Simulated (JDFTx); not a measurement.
System: Cu(100) (Fm-3m bulk; lattice of mp-30, not re-optimised at this level), (1×1) cell of 5 atoms in 5 planes, area 6.40 Å² a face, 7.2 Å between the outermost planes in a cell 26.2 Å high; k mesh 8×8×1, Fermi width 0.01 Ha, no spin polarisation.

Adsorbate: H on both faces at 1.00 monolayer, started bridge and relaxed in vacuum, keeping the symmetry of the start.

All numbers are PBE, GBRV ultrasoft potentials, plane waves to 20/100 Ha results from a modified build of JDFTx, not measurements. The adsorption energy per H is [E(slab + 2 H) − E(slab)]/2 − (½ E(H2)), with the gas molecules relaxed at the same level and slab energies taken as (E + F)/2, the usual estimate of zero smearing. In reaction energies these potentials put H₂ about 0.03 eV too high against large-basis PBE. These are electronic energies without vibrational corrections. Reconstruction of the substrate beyond this cell is outside the model.

Predict the adsorption energy and the geometry, and the change of the work function.

-0.09 eV. H sits 0.49 Å above the highest substrate atom, bound to 4 Cu at 1.85 Å. The work function goes from 4.60 to 4.31 eV. In CANDLE, water, 1 M NaF, at zero charge, the adsorption energy is -0.09 eV and the potential of zero charge moves from -0.15 to -0.39 V vs SHE (4.44 V convention).
